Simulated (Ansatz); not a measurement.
Ansatz (a quantum-chemistry and plane-wave program) input:

Ansatz 0.2 input:
```yaml
crystal:
  lattice:
    - [3.2623903884, 0.0, 0.0]
    - [-1.6311951942, 2.8253129534, 0.0]
    - [0.0, 0.0, 13.4191278513]
  atoms:
    - { symbol: Zr, position: [0.6666666667, 0.3333333333, 0.5957910547] }
    - { symbol: Zr, position: [0.3333333333, 0.6666666667, 0.4042089453] }
    - { symbol: Zr, position: [0.3333333333, 0.6666666667, 0.0957910547] }
    - { symbol: Zr, position: [0.6666666667, 0.3333333333, 0.9042089453] }
    - { symbol: Si, position: [0.6666666667, 0.3333333333, 0.25] }
    - { symbol: Si, position: [0.3333333333, 0.6666666667, 0.75] }
    - { symbol: N, position: [0.0, 0.0, 0.5] }
    - { symbol: N, position: [0.0, 0.0, 0.0] }
kpoints:
  mp_grid: { grid: [25, 25, 6] }
hamiltonian:
  xc: r2scan
  pseudopotentials: { azcp: { folder: ./paw }, kind: paw }
scf:
  occupations: { method: fermi_dirac, width: 0.1 }
elastic: { mode: relaxed_ion, stencil: two_point, amplitude: 0.005, f_tol: 0.0005 }
```

Output (shortened):

```
Pseudopotential: Zr, paw, valence charge 12
Pseudopotential: Si, paw, valence charge 4
Pseudopotential: N, paw, valence charge 5
Functional definition: r2SCAN
Crystal: 8 atoms, lattice volume = 123.688 Å³
Basis set: ecut = 500 eV, 3115 PW (Γ), exchange–correlation on 96×96×400 points (64 copies of the dense FFT grid, shifted against one another)
Bands: 41, of which v1, the nominal top of the filled ones, is band 33 counted from 1 (32 counted from 0)
Symmetry: 24 space group operations
Space group: P63/mmc (ITA 194), of the structure as read, at distance tolerance 5.0e-5 Å
k-points: 260 of 3750
the search or the solves at the SCF's close seem to have found levels that the self-consistency loop had missed (the run counts 2) …
SCF 1 converged in 14 iterations: F = -18837.959835 eV  dr2 = 3.16e-14
relax step   1: F+E_penalty+E_count = -18837.95983525 eV  Δ(F+E_penalty+E_count) = +0.000e0 eV  max|allowed force component| = 9.276e-2 eV/Å  Δτ_max = 0.0000 Å  (14 SCF iters, accepted)
Crystal: 8 atoms, lattice volume = 123.688 Å³
SCF 2 converged in 13 iterations: F = -18837.959713 eV  dr2 = 9.06e-14
relax step   2: F+E_penalty+E_count = -18837.95971253 eV  Δ(F+E_penalty+E_count) = +1.227e-4 eV  max|allowed force component| = 9.975e-2 eV/Å  Δτ_max = 0.0094 Å  (13 SCF iters, rejected (line search))
Crystal: 8 atoms, lattice volume = 123.688 Å³
SCF 3 converged in 11 iterations: F = -18837.960676 eV  dr2 = 5.99e-14
relax step   3: F+E_penalty+E_count = -18837.96067581 eV  Δ(F+E_penalty+E_count) = -8.406e-4 eV  max|allowed force component| = 3.227e-4 eV/Å  Δτ_max = 0.0045 Å  (11 SCF iters, accepted)
Crystal: 8 atoms, lattice volume = 123.688 Å³
SCF 4 converged in 10 iterations: F = -18837.960676 eV  dr2 = 5.51e-16
Crystal: 8 atoms, lattice volume = 123.688 Å³
SCF 5 converged in 2 iterations: F = -18837.960676 eV  dr2 = 7.37e-17
Crystal: 8 atoms, lattice volume = 123.069 Å³
Basis set: ecut = 500 eV, 3083 PW (Γ), exchange–correlation on 96×96×400 points (64 copies of the dense FFT grid, shifted against one another)
Symmetry: 8 space group operations
k-points: 676 of 3750
SCF 6 converged in 12 iterations: F = -18837.957475 eV  dr2 = 9.03e-15
relax step   1: F+E_penalty+E_count = -18837.95747463 eV  Δ(F+E_penalty+E_count) = +0.000e0 eV  max|allowed force component| = 2.426e-2 eV/Å  Δτ_max = 0.0000 Å  (12 SCF iters, accepted)
Crystal: 8 atoms, lattice volume = 123.069 Å³
SCF 7 converged in 10 iterations: F = -18837.957613 eV  dr2 = 5.90e-14
relax step   2: F+E_penalty+E_count = -18837.95761313 eV  Δ(F+E_penalty+E_count) = -1.385e-4 eV  max|allowed force component| = 3.601e-4 eV/Å  Δτ_max = 0.0050 Å  (10 SCF iters, accepted)
Crystal: 8 atoms, lattice volume = 123.069 Å³
SCF 8 converged in 2 iterations: F = -18837.957613 eV  dr2 = 3.13e-14
Crystal: 8 atoms, lattice volume = 124.306 Å³
Basis set: ecut = 500 eV, 3139 PW (Γ), exchange–correlation on 96×96×400 points (64 copies of the dense FFT grid, shifted against one another)
SCF 9 converged in 12 iterations: F = -18837.958984 eV  dr2 = 8.56e-15
relax step   1: F+E_penalty+E_count = -18837.95898368 eV  Δ(F+E_penalty+E_count) = +0.000e0 eV  max|allowed force component| = 2.355e-2 eV/Å  Δτ_max = 0.0000 Å  (12 SCF iters, accepted)
Crystal: 8 atoms, lattice volume = 124.306 Å³
SCF 10 converged in 10 iterations: F = -18837.959118 eV  dr2 = 5.70e-14
relax step   2: F+E_penalty+E_count = -18837.95911779 eV  Δ(F+E_penalty+E_count) = -1.341e-4 eV  max|allowed force component| = 5.291e-4 eV/Å  Δτ_max = 0.0050 Å  (10 SCF iters, accepted)
Crystal: 8 atoms, lattice volume = 124.306 Å³
SCF 11 converged in 8 iterations: F = -18837.959118 eV  dr2 = 1.22e-14
relax step   3: F+E_penalty+E_count = -18837.95911789 eV  Δ(F+E_penalty+E_count) = -1.029e-7 eV  max|allowed force component| = 2.777e-4 eV/Å  Δτ_max = 0.0001 Å  (8 SCF iters, accepted)
Crystal: 8 atoms, lattice volume = 124.306 Å³
SCF 12 converged in 2 iterations: F = -18837.959118 eV  dr2 = 6.91e-15
Crystal: 8 atoms, lattice volume = 123.069 Å³
Basis set: ecut = 500 eV, 3067 PW (Γ), exchange–correlation on 96×96×400 points (64 copies of the dense FFT grid, shifted against one another)
SCF 13 converged in 11 iterations: F = -18837.956319 eV  dr2 = 9.20e-14
relax step   1: F+E_penalty+E_count = -18837.95631915 eV  Δ(F+E_penalty+E_count) = +0.000e0 eV  max|allowed force component| = 3.931e-2 eV/Å  Δτ_max = 0.0000 Å  (11 SCF iters, accepted)
Crystal: 8 atoms, lattice volume = 123.069 Å³
SCF 14 converged in 11 iterations: F = -18837.956467 eV  dr2 = 5.85e-15
relax step   2: F+E_penalty+E_count = -18837.95646652 eV  Δ(F+E_penalty+E_count) = -1.474e-4 eV  max|allowed force component| = 8.835e-4 eV/Å  Δτ_max = 0.0019 Å  (11 SCF iters, accepted)
Crystal: 8 atoms, lattice volume = 123.069 Å³
SCF 15 converged in 8 iterations: F = -18837.956467 eV  dr2 = 3.76e-14
relax step   3: F+E_penalty+E_count = -18837.95646659 eV  Δ(F+E_penalty+E_count) = -7.459e-8 eV  max|allowed force component| = 1.075e-6 eV/Å  Δτ_max = 0.0000 Å  (8 SCF iters, accepted)
Crystal: 8 atoms, lattice volume = 123.069 Å³
SCF 16 converged in 2 iterations: F = -18837.956467 eV  dr2 = 1.62e-14
Crystal: 8 atoms, lattice volume = 124.306 Å³
SCF 17 converged in 11 iterations: F = -18837.959028 eV  dr2 = 9.06e-14
relax step   1: F+E_penalty+E_count = -18837.95902832 eV  Δ(F+E_penalty+E_count) = +0.000e0 eV  max|allowed force component| = 3.931e-2 eV/Å  Δτ_max = 0.0000 Å  (11 SCF iters, accepted)
Crystal: 8 atoms, lattice volume = 124.306 Å³
SCF 18 converged in 11 iterations: F = -18837.959181 eV  dr2 = 6.64e-15
relax step   2: F+E_penalty+E_count = -18837.95918141 eV  Δ(F+E_penalty+E_count) = -1.531e-4 eV  max|allowed force component| = 1.424e-3 eV/Å  Δτ_max = 0.0019 Å  (11 SCF iters, accepted)
Crystal: 8 atoms, lattice volume = 124.306 Å³
SCF 19 converged in 8 iterations: F = -18837.959182 eV  dr2 = 8.78e-14
relax step   3: F+E_penalty+E_count = -18837.95918161 eV  Δ(F+E_penalty+E_count) = -2.007e-7 eV  max|allowed force component| = 2.072e-6 eV/Å  Δτ_max = 0.0001 Å  (8 SCF iters, accepted)
Crystal: 8 atoms, lattice volume = 124.306 Å³
SCF 20 converged in 2 iterations: F = -18837.959182 eV  dr2 = 3.92e-14
Crystal: 8 atoms, lattice volume = 123.687 Å³
Symmetry: 4 space group operations
k-points: 988 of 3750
SCF 21 converged in 10 iterations: F = -18837.959313 eV  dr2 = 4.69e-14
relax step   1: F+E_penalty+E_count = -18837.95931326 eV  Δ(F+E_penalty+E_count) = +0.000e0 eV  max|allowed force component| = 1.552e-2 eV/Å  Δτ_max = 0.0000 Å  (10 SCF iters, accepted)
Crystal: 8 atoms, lattice volume = 123.687 Å³
SCF 22 converged in 10 iterations: F = -18837.959352 eV  dr2 = 1.94e-15
relax step   2: F+E_penalty+E_count = -18837.95935203 eV  Δ(F+E_penalty+E_count) = -3.877e-5 eV  max|allowed force component| = 8.829e-3 eV/Å  Δτ_max = 0.0008 Å  (10 SCF iters, accepted)
Crystal: 8 atoms, lattice volume = 123.687 Å³
SCF 23 converged in 10 iterations: F = -18837.959370 eV  dr2 = 2.24e-15
relax step   3: F+E_penalty+E_count = -18837.95936999 eV  Δ(F+E_penalty+E_count) = -1.796e-5 eV  max|allowed force component| = 1.998e-4 eV/Å  Δτ_max = 0.0010 Å  (10 SCF iters, accepted)
Crystal: 8 atoms, lattice volume = 123.687 Å³
SCF 24 converged in 2 iterations: F = -18837.959370 eV  dr2 = 1.12e-15
Crystal: 8 atoms, lattice volume = 123.687 Å³
SCF 25 converged in 10 iterations: F = -18837.959313 eV  dr2 = 4.56e-14
relax step   1: F+E_penalty+E_count = -18837.95931326 eV  Δ(F+E_penalty+E_count) = +0.000e0 eV  max|allowed force component| = 1.552e-2 eV/Å  Δτ_max = 0.0000 Å  (10 SCF iters, accepted)
Crystal: 8 atoms, lattice volume = 123.687 Å³
SCF 26 converged in 10 iterations: F = -18837.959370 eV  dr2 = 5.54e-15
relax step   2: F+E_penalty+E_count = -18837.95936983 eV  Δ(F+E_penalty+E_count) = -5.657e-5 eV  max|allowed force component| = 9.252e-4 eV/Å  Δτ_max = 0.0019 Å  (10 SCF iters, accepted)
Crystal: 8 atoms, lattice volume = 123.687 Å³
SCF 27 converged in 9 iterations: F = -18837.959370 eV  dr2 = 1.21e-14
relax step   3: F+E_penalty+E_count = -18837.95936998 eV  Δ(F+E_penalty+E_count) = -1.571e-7 eV  max|allowed force component| = 2.684e-4 eV/Å  Δτ_max = 0.0001 Å  (9 SCF iters, accepted)
Crystal: 8 atoms, lattice volume = 123.687 Å³
SCF 28 converged in 2 iterations: F = -18837.959370 eV  dr2 = 4.37e-15
SCF converged after 2 iterations
Stability not checked: this state was not tested for a lower state beside it, because too few of the mixer's solves of this state at the end of the SCF gave a …
Free energy (F): -18837.960676 eV
Harris-Foulkes:  -18837.960676 eV  (|F-HF|=1.46e-11)
Internal energy: -18837.857531 eV  (E = F + TS)
E sigma→0 (E₀):  -18837.909103 eV
Entropy (-TS):   -0.103145 eV (-12.893 meV/atom)
Fermi energy:    14.569143 eV
--- Per-component energies (eV) ---
  E_band       = -318.288464
  E_kinetic    = 1610.305888
  E_local      = -3451.460846  (includes V_loc(G=0)·N_el)
  E_nonlocal   = 409.177367
  E_hartree    = 1281.902612
  E_xc         = -823.428718
  E_vxc        = -1083.426896  (∫ρ·V_xc dr)
  E_paw        = -13220.507914  (= ΣΔE_a)
  E_vpaw       = -428.038021  (= ΣTr[D̂ρ^β])
  E_aug_tail   = -0.000002  (compensation charges beyond the density's cutoff)
  E_vtau       = 61.348824  (kinetic-family band-sum trace: ∫τ·v_τ [+ j·A + Jᵃ·Aᵃ] dr)
  E_ewald      = -4642.974955
  E_core_change = -0.870963  (= ΣΔE_core)
  E_smearing   = -0.103145  (= −TS)
  E_closure    = 0.000000  (closes the sum)
  Σ components = -18837.960676   (vs F -18837.960676, Δ=0.00e0)
--- Forces (eV/Å), atoms counted from 1 ---
  atom   1  Zr     0.00000000     0.00000000    -0.00032280
  atom   2  Zr     0.00000000     0.00000000     0.00032280
  atom   3  Zr     0.00000000     0.00000000    -0.00032280
  atom   4  Zr     0.00000000     0.00000000     0.00032280
  atom   5  Si     0.00000000     0.00000000     0.00000000
  atom   6  Si     0.00000000     0.00000000     0.00000000
  atom   7  N      0.00000000     0.00000000     0.00000000
  atom   8  N      0.00000000     0.00000000     0.00000000
  max |Σ_I F_I| component: 4.16e-17 eV/Å
--- Stress (GPa, compression-positive) ---
        0.185788       0.000000       0.000000
        0.000000       0.185788       0.000000
        0.000000       0.000000       0.344793
  P = ⅓ Tr σ = 0.2388 GPa (2.388 kbar)
--- Band table (eV; the first three rows and the last of 260) ---
  k-point 0: bands = ["-36.3374", "-36.3362", "-36.2443", "-36.2430", "-14.1943", "-14.1579", "-13.4910", "-13.4480", "-13.3479", "-13.3479", "-13.3462", "-13.3462", "-13.2878", "-13.2878", "-13.2861", "-13.2861", "-1.7615", "-1.7173", "4.2150", "4.4326", …
  k-point 1: bands = ["-36.3373", "-36.3363", "-36.2442", "-36.2431", "-14.1920", "-14.1605", "-13.4880", "-13.4508", "-13.3477", "-13.3477", "-13.3463", "-13.3463", "-13.2877", "-13.2877", "-13.2862", "-13.2862", "-1.7586", "-1.7203", "4.2285", "4.4167", …
  k-point 2: bands = ["-36.3371", "-36.3365", "-36.2439", "-36.2433", "-14.1856", "-14.1674", "-13.4799", "-13.4584", "-13.3474", "-13.3474", "-13.3466", "-13.3466", "-13.2873", "-13.2873", "-13.2865", "-13.2865", "-1.7506", "-1.7284", "4.2660", "4.3744", …
  k-point 259: bands = ["-36.1933", "-36.1933", "-36.1887", "-36.1887", "-14.0729", "-14.0729", "-13.9309", "-13.9309", "-13.9184", "-13.9184", "-13.7291", "-13.7291", "-13.5170", "-13.5170", "-13.4897", "-13.4897", "-1.4157", "-1.4157", "7.5679", "7.5679", …
--- Elastic constants: 3 strain directions × 2 members + reference (group order 24) ---
  dense FFT box of the reference and of every strained cell: 24×24×100
  strains applied: 11, 33, 23; error gains …
  reference relaxed by the batch: 3 steps …
  largest displacement 4.5e-3 Å; the constants are those of the deck's cell at these positions:
  atoms:
    - { symbol: Zr, position: [0.6666666666666666, 0.3333333333333333, 0.5954549601193719] }
    - { symbol: Zr, position: [0.3333333333333333, 0.6666666666666666, 0.404545039880628] }
    - { symbol: Zr, position: [0.3333333333333333, 0.6666666666666666, 0.09545496011937198] }
    - { symbol: Zr, position: [0.6666666666666666, 0.3333333333333333, 0.904545039880628] }
    - { symbol: Si, position: [0.6666666666666666, 0.3333333333333333, 0.24999999999999997] }
    - { symbol: Si, position: [0.3333333333333333, 0.6666666666666666, 0.7499999999999999] }
    - { symbol: N, position: [0.0, 0.0, 0.49999999999999994] }
    - { symbol: N, position: [0.0, 0.0, 0.0] }
  C = ∂σ_k/∂η_j (tension-positive GPa; Voigt order 11 22 33 23 13 12):
       239.662    110.329    141.822      0.000      0.000      0.000
       110.329    239.662    141.822      0.000      0.000      0.000
       141.995    141.995    295.795      0.000      0.000      0.000
         0.000      0.000      0.000    135.426      0.000      0.000
         0.000      0.000      0.000      0.000    135.426      0.000
         0.000      0.000      0.000      0.000      0.000     64.666
  reference stress σ⁰ (GPa):     -0.186     -0.186     -0.345      0.000      0.000      0.000
  moduli (Voigt/Reuss/Hill, GPa): K = 173.71/169.14/171.43   G = 92.50/80.42/86.46   E = 222.05   ν = 0.284
  mechanically stable: yes (min eigenvalue of sym C = 64.67 GPa)
  strain η (Voigt 11):  stress-route row diagonal C_11 = 239.66 GPa, energy-path curvature d²(F+E_count+ΔE)/dδ²/Ω₀ = 239.67 GPa
         δ    σ_11 (GPa)             F (eV)   n_scf  n_hpsi   n_pw
    -5.000e-3      -1.4112      -18837.9576131       2  241871   3160   relax 2 steps, max|allowed force component| 3.60e-4 eV/Å
     5.000e-3       0.9854      -18837.9591179       2  241171   3195   relax 3 steps, max|allowed force component| 2.78e-4 eV/Å
  strain η (Voigt 33):  stress-route row diagonal C_33 = 295.80 GPa, energy-path curvature d²(F+E_count+ΔE)/dδ²/Ω₀ = 295.80 GPa
         δ    σ_33 (GPa)             F (eV)   n_scf  n_hpsi   n_pw
    -5.000e-3      -1.8440      -18837.9564666       2   91658   3170   relax 3 steps, max|allowed force component| 1.07e-6 eV/Å
     5.000e-3       1.1140      -18837.9591816       2   91453   3192   relax 3 steps, max|allowed force component| 2.07e-6 eV/Å
  strain η (Voigt 23):  stress-route row diagonal C_44 = 135.43 GPa, energy-path curvature d²(F+E_count+ΔE)/dδ²/Ω₀ = 135.58 GPa
         δ    σ_23 (GPa)             F (eV)   n_scf  n_hpsi   n_pw
    -5.000e-3      -0.6771      -18837.9593700       2  353652   3176   relax 3 steps, max|allowed force component| 2.00e-4 eV/Å
     5.000e-3       0.6772      -18837.9593700       2  353724   3176   relax 3 steps, max|allowed force component| 2.68e-4 eV/Å
```

Cost: very roughly 100 core-minutes on shared cores.

Space group P6_3/mmc. The start of the workflow was typed in or built on a structure type; neither database checked (COD, Materials Project) lists it. Whether it is the stable phase at ambient conditions was not checked. Symmetry was held in the r²SCAN relaxation; whether a distortion lowers the energy is not shown. No spin polarisation was allowed. As this level gives no gap, shear constants depend on the k-mesh and smearing (Fermi–Dirac, 0.1 eV here). On the denser mesh and wider smearing of the elastic run this cell carries a stress of 0.3 GPa. Spin–orbit coupling is left out wherever it is not named.

Potentials: the earlier of the program's two PAW sets.

Ansatz is a plane-wave DFT program.
